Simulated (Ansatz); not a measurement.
Values for one crystal, relaxed and computed with DFT-PBE in the program Ansatz with PAW potentials; other levels are named.

| Property | Result |
|---|---|
| Volume per atom | 26.34 Å³ |
| Band gap | 0.81 eV (indirect) |
| Conduction-band minimum | off the standard path, at k = (0.000, 0.253, 0.315) |
| Electron effective mass | 0.19, 0.37, 0.47 mₑ (principal values) |
| Valence-band maximum | on the K–Γ line, 68 % of the way from K |
| Hole effective mass | 0.55, 0.89, 4.3 mₑ (principal values) |
| Pressure derivative B′ | 10.3 |

Which of these materials gives this?
(A) PtS2, CdI2 type
(B) SnO2, CdI2 type
(C) TlBr, CsCl type
(D) PtSe2, CdI2 type

D, PtSe2, CdI2 type

Space group P-3m1 (CdI2 type). Symmetry was held in the PBE relaxation. The run is not spin-polarised. The volume lies over 15 % above that of the usual cell of this phase: another minimum, or an error of the functional. A crystal of weakly bound layers computed without a dispersion correction: the cell and the soft elastic constants depend strongly on that. Spin–orbit coupling is left out wherever it is not named.

Potentials: the later of the program's two PAW sets.
